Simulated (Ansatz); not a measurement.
Theory: DFT PBE, scalar-relativistic, plane waves, PAW (Ansatz). Settings: cutoff 420 eV, Γ-centred meshes spaced at most about 0.3 Å⁻¹, and about 0.25 Å⁻¹ or finer for metals (2π included), Gaussian smearing. No spin polarisation in the final relaxations.

Temperature and zero-point effects are left out.

Two forms of BeAlS3 were relaxed alike.

A.

```
Be Al S
1.0
     4.31728    0.00000    0.00000
     0.00000    4.31728    0.00000
     0.00000    0.00000    6.55869
Be Al S
1 1 3
Direct
  0.00000 0.00000 0.68890
  0.50000 0.50000 0.45848
  0.50000 0.50000 0.12772
  0.50000 0.00000 0.62645
  0.00000 0.50000 0.62645
```

B.

```
Be Al S
1.0
     4.32454    0.00000    0.00000
     0.00000    4.32454    0.00000
     0.00000    0.00000    4.32454
Be Al S
1 1 3
Direct
  0.50000 0.50000 0.50000
  0.00000 0.00000 0.00000
  0.00000 0.50000 0.50000
  0.50000 0.00000 0.50000
  0.50000 0.50000 0.00000
```

Task: Which is lower in energy, and by how much?

Result: A is lower, by 0.48 eV/atom. A has space group P4mm (No. 99), 24.4 Å³/atom and no gap on its mesh; B has the cubic perovskite type, space group Pm-3m (No. 221), 16.2 Å³/atom and no gap. Counting S atoms around Al and Be (those within 1.25 times the shortest such distance or 1.15 times the sum of covalent radii; a plus sign parts nearer from farther groups; the shortest distance is added where it is long for a bond), A has Be 4, Al 1+4 and B has Be 6, Al 12 from 3.1 Å. In A, Be has 4 S at 2.20 Å; around Al lie 1 S at 2.17 Å and 4 S at 2.42 Å; around S on a site of symmetry 4mm lies 1 Al at 2.17 Å; 1 more site not described. In B, Be is surrounded by 6 S at 2.16 Å; Al has 12 S at 3.06 Å; around S lie 2 Be at 2.16 Å, 4 Al at 3.06 Å and 8 S at 3.06 Å. Both come from invented guesses.

Weakly bound directions are ill-defined at this level, which has no dispersion term (P4mm), and this can change margins and order among such cells. In P4mm, Pm-3m an odd number of electrons in the primitive cell allows no gap without spin; a larger cell or a magnetic state could open one. A magnetic state wasn't ruled out in cells without spin, among them P4mm, Pm-3m. Cells relaxed within their symmetry can be saddle points.
